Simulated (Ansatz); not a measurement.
Cd:
```yaml
crystal:
  lattice:
    - [2.97351, 0.00000, 0.00000]
    - [-1.48675, 2.57513, 0.00000]
    - [0.00000, 0.00000, 5.72232]
  atoms:
    - { symbol: Cd, position: [0.33333, 0.66667, 0.75000] }
    - { symbol: Cd, position: [0.66667, 0.33333, 0.25000] }
```

Relaxed with r²SCAN in the plane-wave PAW code Ansatz. Indices refer to the conventional cell of P6_3/mmc, a = b = 2.974 Å, c = 5.722 Å, α = β = 90.00°, γ = 120.00°.

Problem. Simulate the powder diffraction pattern (Cu Kα, λ = 1.54184 Å; lines above 1 %) up to 2θ = 90°.

Solution. Simulated powder pattern, Cu Kα, λ = 1.54184 Å (kinematic, ideal powder, no thermal factors, no anomalous dispersion; the 30 strongest lines at most, above 1 %, up to 2θ = 90°):

```json
[
 {"2θ (°)": "31.26", "d (Å)": "2.861", "I/Imax (%)": "39", "hkl": "(0002)"},
 {"2θ (°)": "34.84", "d (Å)": "2.575", "I/Imax (%)": "22", "hkl": "(1 0 -1 0)"},
 {"2θ (°)": "38.33", "d (Å)": "2.348", "I/Imax (%)": "100", "hkl": "(1 0 -1 1)"},
 {"2θ (°)": "47.50", "d (Å)": "1.914", "I/Imax (%)": "18", "hkl": "(1 0 -1 2)"},
 {"2θ (°)": "60.39", "d (Å)": "1.533", "I/Imax (%)": "25", "hkl": "(1 0 -1 3)"},
 {"2θ (°)": "62.47", "d (Å)": "1.487", "I/Imax (%)": "15", "hkl": "(1 1 -2 0)"},
 {"2θ (°)": "65.22", "d (Å)": "1.431", "I/Imax (%)": "4.4", "hkl": "(0004)"},
 {"2θ (°)": "71.51", "d (Å)": "1.319", "I/Imax (%)": "20", "hkl": "(1 1 -2 2)"},
 {"2θ (°)": "73.56", "d (Å)": "1.288", "I/Imax (%)": "2.3", "hkl": "(2 0 -2 0)"},
 {"2θ (°)": "75.72", "d (Å)": "1.256", "I/Imax (%)": "13", "hkl": "(2 0 -2 1)"},
 {"2θ (°)": "76.12", "d (Å)": "1.251", "I/Imax (%)": "4.1", "hkl": "(1 0 -1 4)"},
 {"2θ (°)": "82.08", "d (Å)": "1.174", "I/Imax (%)": "3.4", "hkl": "(2 0 -2 2)"}
]
```

The cell was relaxed with r²SCAN under the symmetry of its start. Axis ratios of metals converge slowly with the k-mesh, so a and c are less sure than the volume.

Potentials: the later of the program's two PAW sets.
